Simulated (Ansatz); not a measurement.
Y2Al3Si2:
```
Y2Al3Si2
1.0
    5.08438     2.01874     0.00000
   -5.08438     2.01874     0.00000
   -1.27942     0.00000     6.48889
Y Al Si
2 3 2
Cartesian
 -2.08931   2.01874   4.39984
  0.80989   2.01874   2.08905
  0.85598   2.01874   5.63228
 -2.13539   2.01874   0.85661
  0.00000   0.00000   0.00000
  3.69185   2.01874   2.32672
 -4.97126   2.01874   4.16217
```

This is the r²SCAN-relaxed structure.

**Question.** All from DFT-r²SCAN in the program Ansatz with PAW potentials, unless another level is named. Predict the electronic character.

**Answer.** metallic (no gap).

**Question.** Next, the density of states at the Fermi level?

**Answer.** 0.28 states/eV per atom (mean over ±0.08 eV).

**Question.** Give the formation energy from the elements (no fitted shifts).

**Answer.** -0.59 eV/atom.

Space group C2/m. The workflow started from a Materials Project entry (that database holds measured and hypothetical structures alike); the Crystallography Open Database files this formula in space group No. 12, but the cells were not matched. Its standing as an ambient phase is unchecked. The cell was relaxed with r²SCAN under the symmetry of its start; whether a distortion lowers the energy is not shown. The run is not spin-polarised. The references are the lowest solids computed at this level, not always the standard phases. Spin–orbit coupling is left out wherever it is not named.

Potentials: the earlier of the program's two PAW sets.
